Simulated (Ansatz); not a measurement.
A plane-wave DFT run in Ansatz 0.2.0 (scalar-relativistic PAW potentials unless the input names others): input and command.

```yaml
crystal:
  lattice:
    - [3.0608156314, -3.0779766365, 0.0]
    - [3.0608156314, 3.0779766365, 0.0]
    - [0.0, 0.0, 5.3999165316]
  atoms:
    - { symbol: Cu, position: [0.7889028383, 0.7889028383, 0.5] }
    - { symbol: Cu, position: [0.2110971617, 0.2110971617, 0.5] }
    - { symbol: Cu, position: [0.8118603064, 0.8118603064, 0.0] }
    - { symbol: Cu, position: [0.1881396936, 0.1881396936, 0.0] }
    - { symbol: Cu, position: [0.2770175406, 0.7229824594, 0.2733591502] }
    - { symbol: Cu, position: [0.2770175406, 0.7229824594, 0.7266408498] }
    - { symbol: Cu, position: [0.7229824594, 0.2770175406, 0.7266408498] }
    - { symbol: Cu, position: [0.7229824594, 0.2770175406, 0.2733591502] }
    - { symbol: O, position: [0.5, 0.5, 0.0] }
basis:
  ecutwfc: "40.4 Ry"
kpoints:
  mp_grid: { grid: [8, 8, 8] }
hamiltonian:
  xc: pbesol
scf:
  occupations: { method: gaussian, width: 0.1 }
output:
  forces: true
  eigenvalues: true
  stress: true
```

```bash
ansatz run input.yaml --threads 2 --pin off --max-ram 5120MiB --backend cpu --events-out ev --progress --plain --runs-dir out
```

Abridged log:
```
Pseudopotentials: kind: paw
Pseudopotential: Cu, paw, valence charge 19, recommended cutoff 420 eV (normal)
Pseudopotential: O, paw, valence charge 6, recommended cutoff 420 eV (normal)
Functional definition: PBEsol
Crystal: 9 atoms, lattice volume = 101.747 Å³
Basis set: ecut = 549.67000216 eV, 3017 PW (Γ), exchange–correlation on 72×72×90 points (8 copies of the dense FFT grid, shifted against one another)
Bands: 95, of which v1, the nominal top of the filled ones, is band 79 counted from 1 (78 counted from 0)
Symmetry: 8 space group operations
Space group: Cmmm (ITA 65), of the structure as read, at distance tolerance 4.7e-5 Å
k-points: 105 of 512
Initial density: superposition of atomic densities (neutral atoms: chi_scale 0, normalization atom), corrected by the library's trained network
Initial wavefunctions: pseudopotential atomic-orbital guess
Functional: x = pbesol(κ = 0.804, μ = 0.12345679), c = pbesol(β = 0.046)
SCF iter   1: F=—  HF=-53268.724947 eV  |F-HF|=—  |Δ(HF+E_count)|=         —  Δρ=2.17e-2  dr2=3.69e-1  ethr=1.77e-3  ⟨swp⟩=4.8  Hψ=29904  notcnv=0  defer=524
SCF iter   2: F=—  HF=-53268.659947 eV  |F-HF|=—  |Δ(HF+E_count)|=   6.50e-2  Δρ=6.27e-3  dr2=6.55e-2  ethr=2.34e-4  ⟨swp⟩=2.2  Hψ=16048  notcnv=0  defer=1039
SCF iter   3: F=—  HF=-53268.651122 eV  |F-HF|=—  |Δ(HF+E_count)|=   8.83e-3  Δρ=3.35e-3  dr2=2.43e-2  ethr=4.14e-5  ⟨swp⟩=2.0  Hψ=11856  notcnv=0  defer=1039
SCF iter   4: F=—  HF=-53268.647130 eV  |F-HF|=—  |Δ(HF+E_count)|=   3.99e-3  Δρ=9.67e-4  dr2=2.93e-3  ethr=1.54e-5  ⟨swp⟩=2.0  Hψ=13005  notcnv=0  defer=1039
SCF iter   5: F=—  HF=-53268.646595 eV  |F-HF|=—  |Δ(HF+E_count)|=   5.35e-4  Δρ=6.34e-4  dr2=3.01e-4  ethr=1.85e-6  ⟨swp⟩=2.0  Hψ=13872  notcnv=0  defer=1039
SCF iter   6: F=—  HF=-53268.646538 eV  |F-HF|=—  |Δ(HF+E_count)|=   5.71e-5  Δρ=4.24e-4  dr2=1.64e-4  ethr=1.90e-7  ⟨swp⟩=2.0  Hψ=16898  notcnv=0  defer=1039
SCF iter   7: F=—  HF=-53268.646512 eV  |F-HF|=—  |Δ(HF+E_count)|=   2.50e-5  Δρ=7.02e-5  dr2=7.56e-6  ethr=1.04e-7  ⟨swp⟩=2.0  Hψ=13089  notcnv=0  defer=1039
SCF iter   8: F=—  HF=-53268.646523 eV  |F-HF|=—  |Δ(HF+E_count)|=   1.09e-5  Δρ=3.77e-5  dr2=1.49e-6  ethr=4.78e-9  ⟨swp⟩=2.0  Hψ=17309  notcnv=0  defer=1039
SCF iter   9: F=—  HF=-53268.646523 eV  |F-HF|=—  |Δ(HF+E_count)|=   5.68e-8  Δρ=2.23e-5  dr2=4.11e-7  ethr=9.44e-10  ⟨swp⟩=2.0  Hψ=13409  notcnv=0  defer=1039
SCF iter  10: F=-53268.646523 eV  HF=-53268.646523 eV  |F-HF|=8.10e-8  |Δ(HF+E_count)|=   4.82e-8  Δρ=1.01e-5  dr2=8.56e-8  ethr=6.33e-11  ⟨swp⟩=6.3  Hψ=47553  notcnv=0
SCF 1 converged in 10 iterations: F = -53268.646523 eV  dr2 = 8.56e-8
SCF converged after 10 iterations
Free energy (F): -53268.646523 eV
Harris-Foulkes:  -53268.646523 eV  (|F-HF|=8.10e-8)
Internal energy: -53268.636734 eV  (E = F + TS)
E sigma→0 (E₀):  -53268.641628 eV
Entropy (-TS):   -0.009790 eV (-1.088 meV/atom)
Fermi energy:    16.100315 eV
--- Forces (eV/Å), atoms counted from 1 ---
  atom   1  Cu    -0.00129284     0.00000000     0.00000000
  atom   2  Cu     0.00129284     0.00000000     0.00000000
  atom   3  Cu     0.00424718     0.00000000     0.00000000
  atom   4  Cu    -0.00424718     0.00000000     0.00000000
  atom   5  Cu     0.00000000     0.00118457     0.00163587
  atom   6  Cu     0.00000000     0.00118457    -0.00163587
  atom   7  Cu     0.00000000    -0.00118457    -0.00163587
  atom   8  Cu     0.00000000    -0.00118457     0.00163587
  atom   9  O      0.00000000     0.00000000     0.00000000
--- Stress (GPa, compression-positive) ---
       -0.045255       0.000000       0.000000
        0.000000      -0.070451       0.000000
        0.000000       0.000000      -0.042086
  P = ⅓ Tr σ = -0.0526 GPa (-0.526 kbar)
```

Apart from outputs, empty bands and the relaxation, which only the reference makes, the input differs from a reference run on usual settings in basis.ecutwfc: 420 → "40.4 Ry". The reference, at the same geometry, ended its own course with pressure -0.03 GPa, largest force 0.002 eV/Å, no gap on the mesh. This run converged in 10 SCF iterations with an energy at zero smearing 3.32 meV/atom below the reference's, pressure -0.05 GPa, largest force 0.004 eV/Å, no gap on the mesh.

Time: 63 s on 2 threads of Arm Neoverse V2, on a shared host, peak memory 1.2 GiB.